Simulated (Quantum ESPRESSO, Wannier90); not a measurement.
# SiS$_{2}$ (I-42d), plane waves to Wannier functions

```
begin unit_cell_cart
ang
    5.5592300000    0.0000000000    0.0000000000
    0.0000000000    5.5592300000    0.0000000000
   -2.7796150000   -2.7796150000    4.3369800000
end unit_cell_cart
begin atoms_frac
Si   0.2500000000 -0.2500000000  0.5000000000
Si   0.0000000000  0.0000000000  0.0000000000
S    0.1250000000  0.0920100000 -0.2500000000
S    0.3420100000 -0.1250000000  0.2500000000
S   -0.3750000000 -0.3420100000 -0.2500000000
S   -0.0920100000  0.3750000000  0.2500000000
end atoms_frac
```

Materials Project entry mp-7583; symmetrised, unrelaxed at this level. COD (Crystallography Open Database) has the formula in 2 space groups, this one among them (matched by group alone). Computed values, not measurements, from PBEsol: Quantum ESPRESSO (norm-conserving PseudoDojo potentials, cutoff 42 Ry, no spin polarisation, no spin-orbit coupling) on a Γ-centred 8×8×8 mesh, then Wannier90. Density: 8×8×8 mesh, cold smearing 0.01 Ry.

A tight-binding model is made by disentanglement and projection with no localisation steps (num_iter = 0), so the 24 orbitals stay atom-like: hydrogen-like Si: s;p; S: s;p, axes along x, y, z; frozen window up to 4.57 eV relative to the valence-band maximum. It follows pw.x to 0.7 meV rms for states up to 4.1 eV relative to the valence-band maximum. Matrix elements depend on this choice of orbitals and windows.

**Question.** What are the on-site energies relative to the valence-band maximum, and how fast do the hoppings decay?

**Answer.** 
```csv
atom,orbitals,energy (eV)
Si1,s,-2.57
Si1,pz,2.00
Si1,px py,2.17
Si2,s,-2.57
Si2,pz,2.00
Si2,px py,2.18
S3,s,-9.90
S3,pz,-0.53
S3,px,-0.63
S3,py,-0.72
S4,s,-9.90
S4,pz,-0.53
S4,px,-0.72
S4,py,-0.63
S5,s,-9.90
S5,pz,-0.53
S5,px,-0.63
S5,py,-0.72
S6,s,-9.90
S6,pz,-0.53
S6,px,-0.72
S6,py,-0.63
```

```tsv
distance of the centres (Å)	largest modulus (eV)
2–3	2.1
3–4	0.49
4–5	0.12
5–6	0.17
6–7	0.053
7–8	0.031
8–9	0.016
9–10	0.013
10–11	0.0094
11–12	0.0041
12–13	0.0047
```
